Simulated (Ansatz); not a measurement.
# Property card for GeW

GeW:
Space group P6/mmm (No. 191); a = 5.423 Å, b = 5.423 Å, c = 4.359 Å, α = 90.00°, β = 90.00°, γ = 120.00°

| atom | site | symmetry | x | y | z |
|---|---|---|---|---|---|
| W | 3f | mmm | 0.0000 | 0.5000 | 0.0000 |
| Ge | 1a | 6/mmm | 0.0000 | 0.0000 | 0.0000 |
| Ge | 2d | -6m2 | 0.3333 | 0.6667 | 0.5000 |

Space group P6/mmm (No. 191); conventional cell a = b = 5.423 Å, c = 4.359 Å, α = β = 90.00°, γ = 120.00°.

Method: plane-wave PAW PBE (Ansatz code). Geometry: relaxed at this level of theory. Other levels are named where they apply.

Cell and energy:

```yaml
volume_per_atom: 18.51 Å³
density: 11.51 g/cm³
Formation energy from the elements (no fitted shifts): 0.27 eV/atom
```

Electronic structure:

```yaml
electronic_character: metallic (no gap)
Density of states at the Fermi level: 0.62 states/eV per atom (mean over ±0.08 eV)
```

Mechanics:

```yaml
Bulk modulus (Birch–Murnaghan fit): 169 GPa
Pressure derivative B′: 4.5
```

The cell is a constructed one: a structure type filled with these elements; neither database checked (COD, Materials Project) lists it. Its standing as an ambient phase is unchecked. The cell was relaxed with PBE under the symmetry of its start; its stability against distortions is not shown here. No spin polarisation was allowed. The references are the lowest solids computed at this level, not always the standard phases. Spin–orbit coupling is left out wherever it is not named.

Potentials: the later of the program's two PAW sets.
